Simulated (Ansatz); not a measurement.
SiGe:
Space group Pmma (No. 51); a = 3.920 Å, b = 3.926 Å, c = 5.534 Å, α = 90.00°, β = 90.00°, γ = 90.00°

```
atom  site  symmetry       x       y       z
----  ----  --------  ------  ------  ------
Si      2e       mm2  0.2500  0.0000  0.1198
Ge      2f       mm2  0.2500  0.5000  0.3692
```

Relaxed at zero pressure with the program Ansatz at the PBEsol level (PAW).

Problem. The volume is raised by 9 % and shape and atoms relax at that volume. What pressure results, and how do the axes share the change?

Solution. -5.7 GPa; a 2.9 %, b 2.8 %, c 3.0 %; the energy rises by 37 meV/atom.

Problem. Give the new structure.

Solution. 
Space group Pmma (No. 51); a = 4.0340 Å, b = 4.0370 Å, c = 5.6994 Å, α = β = γ = 90.00°

```csv
atom,site,symmetry,x,y,z
Si,2e,mm2,0.2500,0.0000,0.1195
Ge,2f,mm2,0.2500,0.5000,0.3692
```

The phase is kept; no other phase was compared at this pressure.

The start of the workflow was typed in or built on a structure type; neither database checked (COD, Materials Project) lists it. Its standing as an ambient phase is unchecked. The cell was relaxed with PBEsol under the symmetry of its start; of distortions, only those at the zone centre were tested.

Potentials: the earlier of the program's two PAW sets.
